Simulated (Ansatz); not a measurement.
SnO₂:
```yaml
crystal:
  lattice:
    - [4.72016, 0.00000, 0.00000]
    - [0.00000, 4.72016, 0.00000]
    - [0.00000, 0.00000, 3.18872]
  atoms:
    - { symbol: Sn, position: [0.50000, 0.50000, 0.50000] }
    - { symbol: Sn, position: [0.00000, 0.00000, 0.00000] }
    - { symbol: O, position: [0.19393, 0.80607, 0.50000] }
    - { symbol: O, position: [0.80607, 0.19393, 0.50000] }
    - { symbol: O, position: [0.69393, 0.69393, 0.00000] }
    - { symbol: O, position: [0.30607, 0.30607, 0.00000] }
```

Relaxed with LDA. Special points in fractions of this cell's reciprocal vectors: Γ (0.000, 0.000, 0.000); X (0.000, 0.500, 0.000); M (0.500, 0.500, 0.000); Z (0.000, 0.000, 0.500); R (0.000, 0.500, 0.500); A (0.500, 0.500, 0.500).

### Question
List the band energies nearest the valence-band maximum at these points for LDA (plane waves, PAW; program Ansatz).

### Answer
In eV from the valence-band maximum; about four levels below and three above (degenerate sets whole), none deeper than 8.9 eV; points with the same levels are listed once.

| k | below | above |
|---|---|---|
| Γ | -1.27 -1.27 -0.80 -0.80 0.00 | 1.18 5.97 6.11 6.11 |
| X | -1.22 -1.22 -0.65 -0.65 | 4.35 4.35 6.86 6.86 |
| M | -1.35 -1.35 -0.91 -0.91 | 4.74 4.74 7.35 7.35 |
| Z | -1.72 -1.72 -1.28 -1.28 | 6.07 6.07 9.56 9.56 |
| R | -1.13 -1.13 -0.71 -0.71 | 6.35 6.35 7.93 7.93 |
| A | -0.98 -0.98 -0.84 -0.84 | 4.73 4.73 8.67 8.67 |

Space group P4_2/mnm (rutile). The cell was relaxed with LDA under the symmetry of its start; phonons on a q-mesh show no instability. Spin–orbit coupling is left out wherever it is not named.

Potentials: the earlier of the program's two PAW sets.
